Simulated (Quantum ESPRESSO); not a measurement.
```cif
data_Se4Zn4
_chemical_formula_sum 'Zn4 Se4'
_space_group_name_H-M_alt 'F-43m'
_space_group_IT_number 216
_space_group_name_Hall 'F -4 2 3'
_cell_length_a 5.52016
_cell_length_b 5.52016
_cell_length_c 5.52016
_cell_angle_alpha 90.000
_cell_angle_beta 90.000
_cell_angle_gamma 90.000
loop_
_atom_site_label
_atom_site_type_symbol
_atom_site_symmetry_multiplicity
_atom_site_Wyckoff_symbol
_atom_site_fract_x
_atom_site_fract_y
_atom_site_fract_z
_atom_site_occupancy
Zn1 Zn 4 a 0.00000 0.00000 0.00000 1
Se1 Se 4 d 0.75000 0.75000 0.75000 1
```
(The calculation used a cell of 2 atoms; values per cell refer to that cell.)

The PBEsol cell relaxed from Materials Project entry mp-1190 was given an isotropic strain of -2 % on all lattice vectors, and the atoms were relaxed again.

**Question.** What does PBE (stringent potentials; pw.x of Quantum ESPRESSO, ONCV potentials, without SOC) give for the electronic structure near the Fermi level?

**Answer.** The PBE gap is direct, 1.62 eV at Γ. Spin-orbit splittings are left out.
